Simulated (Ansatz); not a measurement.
Sr₂TaNO₃ in space group Immm (No. 71; Pearson symbol oI14), r²SCAN in the plane-wave PAW code Ansatz. The conduction-band minimum lies at Γ, with 1 equivalent valley. Second derivatives d²E/dk² of the lowest band at one valley (eV·Å²), along Cartesian directions:

```csv
direction,d²E/dk²
[100],29.92
[010],50.97
[001],0.2977
[110],40.43
[101],15.12
[011],25.66
```

Task: Find the principal effective masses, the density-of-states mass and the conductivity mass.

Result: Off-diagonal terms follow from H_xy = H[110] − (H_xx + H_yy)/2, and m*/mₑ = 7.620 eV·Å² over each eigenvalue: 0.15, 0.25, 26. One valley's DOS mass (m₁m₂m₃)^(1/3) = 0.99, conductivity mass 3/(Σ 1/mᵢ) = 0.28 mₑ.

Task: What effective density of states Nc follows at 300 K for parabolic valleys?

Result: Nc = 2.509e19 × 1 × (0.99)^(3/2) ≈ 2.5e19 cm⁻³.

The workflow started from a Materials Project entry (that database holds measured and hypothetical structures alike); the Crystallography Open Database copy checked does not list it. With N and O taken as one species the cell has the higher symmetry I4/mmm, so it may be an ordered model of a mixed-site phase. Its standing as an ambient phase is unchecked. The r²SCAN relaxation kept the symmetry of its start; its stability against distortions is not shown here. No spin polarisation was allowed. Spin–orbit coupling is left out wherever it is not named.

Potentials: the later of the program's two PAW sets.

Edges and masses are those of Kohn–Sham bands, whose gap is no quasiparticle gap.
